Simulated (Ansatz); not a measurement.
According to r²SCAN (plane waves, PAW; program Ansatz), AlB$_{3}$N$_{3}$ in the orthorhombic phase (Amm2; Pearson symbol oS28) relaxes to a = 13.849 Å, b = 7.464 Å, c = 4.310 Å. B on 2a has 3 nearest neighbours from 1.43 Å (trigonal planar); N on 4d has 3 nearest neighbours from 1.43 Å (trigonal planar); N on 2b has 3 nearest neighbours from 1.44 Å (trigonal planar); B on 4e has 3 nearest neighbours from 1.44 Å (trigonal planar). Against the elements it lies at -0.80 eV/atom, with no fitted shifts.

Electronic character: metallic (no gap).

The bulk modulus is 11.3 GPa. Bader charges are B +2.30, N -2.33 to -2.32, Al +0.06 e.

The start of the workflow was typed in or built on a structure type; neither database checked (COD, Materials Project) lists it. Its standing as an ambient phase is unchecked. Symmetry was held in the r²SCAN relaxation; whether a distortion lowers the energy is not shown. The volume moved by 105 % from the start of the relaxation. The references are the lowest solids computed at this level, not always the standard phases (solids in place of the gases).

Potentials: the earlier of the program's two PAW sets.
